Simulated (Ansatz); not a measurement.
LaN:
```xyz
4
Lattice="4.3515 0.0000 0.0000 0.0000 4.3515 0.0000 0.0000 0.0000 3.5468" Properties=species:S:1:pos:R:3 pbc="T T T"
La     2.1758     0.0000     1.0115
La     0.0000     2.1758     2.5353
N      2.1758     2.1758     0.0000
N      0.0000     0.0000     0.0000
```

Tensor components refer to the Cartesian frame of this cell.

Problem. Give the high-frequency dielectric tensor and the Born effective charge tensors of the independent atoms from DFPT, the program Ansatz at the LDA level (PAW).

Solution. 
ε∞:
```
10.9  0.00  0.00
0.00  10.9  0.00
0.00  0.00  8.34
```
Z* of atom 1 (La), rows: field, columns: displacement, in e:
```
4.75  0.00  0.00
0.00  4.75  0.00
0.00  0.00  2.90
```
Z* of atom 3 (N), rows: field, columns: displacement, in e:
```
-4.75   0.00   0.00
 0.00  -4.75   0.00
 0.00   0.00  -2.90
```

Space group P4/nmm. The workflow started from a Materials Project entry (that database holds measured and hypothetical structures alike); the Crystallography Open Database copy checked does not list it. COD files the formula under space group No. 225. Whether it is the stable phase at ambient conditions was not checked. The cell was relaxed with LDA under the symmetry of its start. At this level the phase is dynamically unstable (imaginary phonons). Scalar-relativistic: spin–orbit coupling is off unless named, which matters more the heavier the elements.

Potentials: the later of the program's two PAW sets.
